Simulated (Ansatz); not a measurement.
**As, first-principles data**

As:
```xyz
1
Lattice="0.0000 2.1098 2.1098 2.1098 0.0000 2.1098 2.1098 2.1098 0.0000" Properties=species:S:1:pos:R:3 pbc="T T T"
As     0.0000     0.0000     0.0000
```

Space group Fm-3m (No. 225), fcc (Cu type); conventional cell a = 4.2196 Å, b = 4.2196 Å, c = 4.2196 Å, α = 90.00°, β = 90.00°, γ = 90.00°.

Method: the program Ansatz at the r²SCAN+D4 level (PAW). Structure relaxed to zero pressure with the same functional. Other levels are named where they apply.

### Cell and energy

```
Quantity              Value
---------------  ----------
Volume per atom    18.78 Å³
Density          6.62 g/cm³
```

### Electronic structure

```
Item                                                                         Value
------------------------------------  --------------------------------------------
Electronic character                                             metallic (no gap)
Density of states at the Fermi level  0.56 states/eV per atom (mean over ±0.08 eV)
Gap with spin–orbit coupling                                       none (metallic)
```

### Mechanics

```
Item                                                                   Result
-------------------------------------  --------------------------------------
Bulk modulus (Birch–Murnaghan fit)                                   87.7 GPa
Pressure derivative B′                                                    4.6
Elastic constants (relaxed ions, GPa)      C11 = 45.8, C12 = 106, C44 = -13.6
Mechanical stability                   unstable (C has a negative eigenvalue)
```

The cell is a constructed one: a structure type filled with these elements; neither database checked (COD, Materials Project) lists it. It is not the phase usual at ambient conditions (space group No. 166). The cell was relaxed with r²SCAN+D4 under the symmetry of its start. As this level gives no gap, shear constants depend on the k-mesh and smearing (Fermi–Dirac, 0.1 eV here). Scalar-relativistic: spin–orbit coupling is off unless named, which matters more the heavier the elements.

Potentials: the earlier of the program's two PAW sets.
